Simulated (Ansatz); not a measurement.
Relaxation of a relaxed Cd cell displaced along its unstable phonon at q = (½, ½, 0) of its primitive reciprocal cell (49i cm⁻¹), largest move 0.15 Å; 2 atoms in the cell, which starts as P4/nmm, origin choice 1 (No. 129), tP2; a = b = 4.1648 Å, c = 2.9450 Å, α = β = γ = 90.00°. Level of theory: r2SCAN (plane waves to 500 eV, PAW, scalar-relativistic; Ansatz, a first-principles code). Γ-centred k-mesh 11×11×11 on the run's cell (coarser than for final values), Fermi–Dirac smearing 0.05 eV. This is the first round of the run. 

The optimiser's lines from the output (shortened; P is positive under compression):

```
relax step   1: F+E_penalty+E_count = -16536.19800583 eV  Δ(F+E_penalty+E_count) = +0.000e0 eV  max|allowed force component| = 1.461e-1 eV/Å  Δτ_max = 0.0000 Å  P = -0.616 GPa  Ω = 51.083 Å³  (7 SCF iters, dr2 threshold 1.00e-7 eV, accepted)
relax step   2: F+E_penalty+E_count = -16536.26319087 eV  Δ(F+E_penalty+E_count) = -6.519e-2 eV  max|allowed force component| = 2.561e-1 eV/Å  Δτ_max = 0.1415 Å  P = -0.704 GPa  Ω = 49.635 Å³  (12 SCF iters, dr2 threshold 2.00e-7 eV, accepted)
relax step   3: F+E_penalty+E_count = -16536.38578922 eV  Δ(F+E_penalty+E_count) = -1.226e-1 eV  max|allowed force component| = 2.830e-1 eV/Å  Δτ_max = 0.1950 Å  P = -1.209 GPa  Ω = 47.742 Å³  (11 SCF iters, dr2 threshold 2.00e-7 eV, accepted)
relax step   4: F+E_penalty+E_count = -16536.48148089 eV  Δ(F+E_penalty+E_count) = -9.569e-2 eV  max|allowed force component| = 9.591e-2 eV/Å  Δτ_max = 0.1943 Å  P = -0.516 GPa  Ω = 45.629 Å³  (10 SCF iters, dr2 threshold 2.00e-7 eV, accepted)
relax step   5: F+E_penalty+E_count = -16536.48315400 eV  Δ(F+E_penalty+E_count) = -1.673e-3 eV  max|allowed force component| = 6.789e-2 eV/Å  Δτ_max = 0.0228 Å  P = -0.141 GPa  Ω = 44.582 Å³  (9 SCF iters, dr2 threshold 2.00e-7 eV, accepted)
relax step   6: F+E_penalty+E_count = -16536.48877298 eV  Δ(F+E_penalty+E_count) = -5.619e-3 eV  max|allowed force component| = 6.948e-2 eV/Å  Δτ_max = 0.0672 Å  P = +0.515 GPa  Ω = 44.436 Å³  (9 SCF iters, dr2 threshold 2.00e-7 eV, accepted)
relax step   7: F+E_penalty+E_count = -16536.49136093 eV  Δ(F+E_penalty+E_count) = -2.588e-3 eV  max|allowed force component| = 2.473e-3 eV/Å  Δτ_max = 0.0329 Å  P = -0.001 GPa  Ω = 44.800 Å³  (6 SCF iters, dr2 threshold 2.00e-7 eV, accepted)
relax step   8: F+E_penalty+E_count = -16536.48639707 eV  Δ(F+E_penalty+E_count) = +4.964e-3 eV  max|allowed force component| = 3.142e-3 eV/Å  Δτ_max = 0.0000 Å  P = -0.008 GPa  Ω = 44.800 Å³  stress off target by 1.19e-2 GPa  SCF on the basis re-selected at this cell (its energy is not comparable with the rows above)  (8 SCF iters)
```

From the first to the last row the energy changes by -0.14 eV/atom and the volume by -12.3 %. The last row is marked as not comparable with the walk above it, whose basis was carried along; it does compare with step 1, since both stand on a basis selected at the nominal cutoff for their own cell.

Later rounds, restarted from the end of this one on a renewed k-mesh, logged 10 more steps and released under 0.01 eV/atom more. The final structure after all rounds: I4/mmm (No. 139), tI2, AFLOW prototype A_tI2_139_a (A_a); a = b = 3.9103 Å, c = 2.9135 Å, α = β = γ = 90.00°. Between re-selections the logged energies stand on a plane-wave basis carried along with the cell. No spin polarisation in the result.

The run could not lose the symmetry of its start: the end is stationary, and may be a saddle point rather than a minimum.

The relaxed structure here is a generated cell of Cd: the first start was made by placing the elements on the sites of a structure type, and the end was not matched to a known phase here, so it may be hypothetical. Known forms of Cd include space group No. 194.
